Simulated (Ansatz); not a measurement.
# Property card for HfRh3

HfRh₃:
```cif
data_HfRh3
_chemical_formula_sum 'Rh3 Hf1'
_space_group_name_H-M_alt 'P 1'
_space_group_IT_number 1
_cell_length_a 4.77821
_cell_length_b 4.77821
_cell_length_c 4.77821
_cell_angle_alpha 131.097
_cell_angle_beta 131.097
_cell_angle_gamma 71.659
loop_
_space_group_symop_operation_xyz
  'x, y, z'
loop_
_atom_site_label
_atom_site_type_symbol
_atom_site_fract_x
_atom_site_fract_y
_atom_site_fract_z
_atom_site_occupancy
Rh1 Rh 0.50000 0.50000 0.00000 1
Rh2 Rh 0.75000 0.25000 0.50000 1
Rh3 Rh 0.25000 0.75000 0.50000 1
Hf1 Hf 0.00000 0.00000 0.00000 1
```

Space group I4/mmm (No. 139); conventional cell a = 3.956 Å, b = 3.956 Å, c = 7.748 Å, α = 90.00°, β = 90.00°, γ = 90.00°.

Method: r²SCAN in the plane-wave PAW code Ansatz. Geometry: relaxed at this level of theory. Other levels are named where they apply.

**Cell and energy**

| Item | Value |
|---|---|
| Volume per atom | 15.15 Å³ |
| Density | 13.35 g/cm³ |
| Formation energy from the elements (no fitted shifts) | -0.63 eV/atom |

**Electronic structure**

| Item | Value |
|---|---|
| Electronic character | metallic (no gap) |
| Density of states at the Fermi level | 1.0 states/eV per atom (mean over ±0.08 eV) |

**Charges**

| Quantity | Result |
|---|---|
| Bader charges | Rh -0.62 to -0.51, Hf +1.75 e |

A made-up cell: these elements were put on the sites of a structure type; neither database checked (COD, Materials Project) lists it. COD files the formula under space group No. 221. Its standing as an ambient phase is unchecked. The r²SCAN relaxation kept the symmetry of its start; whether a distortion lowers the energy is not shown. The run is not spin-polarised. Axis ratios of metals converge slowly with the k-mesh, so a and c are less sure than the volume. The references are the lowest solids computed at this level, not always the standard phases. Scalar-relativistic: spin–orbit coupling is off unless named, which matters more the heavier the elements.

Potentials: the earlier of the program's two PAW sets.
